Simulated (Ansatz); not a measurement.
TaN (space group P6/mmm)

```
TaN
1.0
    5.16631     0.00000     0.00000
   -2.58316     4.47416     0.00000
    0.00000     0.00000     2.88930
Ta N
3 3
Cartesian
  0.00000   0.00000   0.00000
  0.00000   2.98277   1.44465
  2.58316   1.49139   1.44465
  2.58316   0.00000   0.00000
  1.29158   2.23708   0.00000
 -1.29158   2.23708   0.00000
```

The slice is a (-1 1 0 0) plane (indices of the conventional cell) through the point (0.000, 0.000, 0.000) (fractional), spanned by u = [001] and v = [110] in vectors of this cell: u (2.89 Å) and v (5.17 Å, at 90° to u). It covers one period; positions are fractions (u, v).

Level of theory: LDA (plane waves to 420 eV, PAW, scalar-relativistic; Ansatz, a first-principles code). k mesh 11×11×16. Inside the PAW spheres the values are not all-electron values, and peaks at nuclei hang on which shells count as valence. Spin-orbit coupling is left out, though Ta is heavy. TaN is run without spin polarisation. TaN was relaxed with its symmetry unable to fall. This is one of several known forms of TaN; the measured ambient cells at hand have space group No. 189.

Three fields on this plane, each scaled to ten steps between its own extremes (0 low, 9 high; the total valence density on a logarithmic scale, the potential cut 8 eV below its top; x marks points blanked near nuclei; v = 0 in the bottom row):

Map A
```
|xxxxxx8543458xxxxx|
|xxxxxx7533357xxxxx|
|xxxxx964333469xxxx|
|xxxx96432223469xxx|
|xxx8643211123468xx|
|776432111111123467|
|333211000000011233|
|222110000000001122|
|332210000000001223|
|554321000000012345|
|xxx5431100011345xx|
|xxxx64311011346xxx|
|xxxxx642111246xxxx|
|xxxxxx5322235xxxxx|
|xxxxxx6422246xxxxx|
|xxxxxx6432346xxxxx|
|xxxxxx6422246xxxxx|
|xxxxxx5322235xxxxx|
|xxxxx642111246xxxx|
|xxxx64311011346xxx|
|xxx5431100011345xx|
|554321000000012345|
|332210000000001223|
|222110000000001122|
|333211000000011233|
|776432111111123467|
|xxx8643211123468xx|
|xxxx96432223469xxx|
|xxxxx964333469xxxx|
|xxxxxx7533357xxxxx|
|xxxxxx8543458xxxxx|
|xxxxxx9544459xxxxx|
```

Map B
```
|xxxxxx0045400xxxxx|
|xxxxxx0156510xxxxx|
|xxxxx003676300xxxx|
|xxxx00047874000xxx|
|xxx0003688863000xx|
|000003689998630000|
|000135789998753100|
|234567899999876543|
|556778999999987765|
|666788888888888766|
|xxx6788877788876xx|
|xxxx67776667776xxx|
|xxxxx566555665xxxx|
|xxxxxx5544455xxxxx|
|xxxxxx4444444xxxxx|
|xxxxxx4433344xxxxx|
|xxxxxx4444444xxxxx|
|xxxxxx5544455xxxxx|
|xxxxx566555665xxxx|
|xxxx67776667776xxx|
|xxx6788877788876xx|
|666788888888888766|
|556778999999987765|
|234567899999876543|
|000135789998753100|
|000003689998630000|
|xxx0003688863000xx|
|xxxx00047874000xxx|
|xxxxx003676300xxxx|
|xxxxxx0156510xxxxx|
|xxxxxx0045400xxxxx|
|xxxxxx0035300xxxxx|
```

Map C
```
|xxxxxx4345434xxxxx|
|xxxxxx3346433xxxxx|
|xxxxx523565325xxxx|
|xxxx53236763235xxx|
|xxx4212467642124xx|
|221101357775310112|
|000001356765310000|
|000112345654321100|
|443322334443322334|
|987643222322234678|
|xxx9753222223579xx|
|xxxx97421112479xxx|
|xxxxx963111369xxxx|
|xxxxxx7310137xxxxx|
|xxxxxx8410148xxxxx|
|xxxxxx8410148xxxxx|
|xxxxxx8410148xxxxx|
|xxxxxx7310137xxxxx|
|xxxxx963111369xxxx|
|xxxx97421112479xxx|
|xxx9753222223579xx|
|987643222322234678|
|443322334443322334|
|000112345654321100|
|000001356765310000|
|221101357775310112|
|xxx4212467642124xx|
|xxxx53236763235xxx|
|xxxxx523565325xxxx|
|xxxxxx3346433xxxxx|
|xxxxxx4345434xxxxx|
|xxxxxx4345434xxxxx|
```

**Question.** Assign the maps to these fields: electron localisation function (ELF); valence electron density; electrostatic potential energy of an electron, from the cell's mean.

**Answer.** A is the valence electron density; B is the electrostatic potential energy of an electron, from the cell's mean; C is the electron localisation function (ELF).
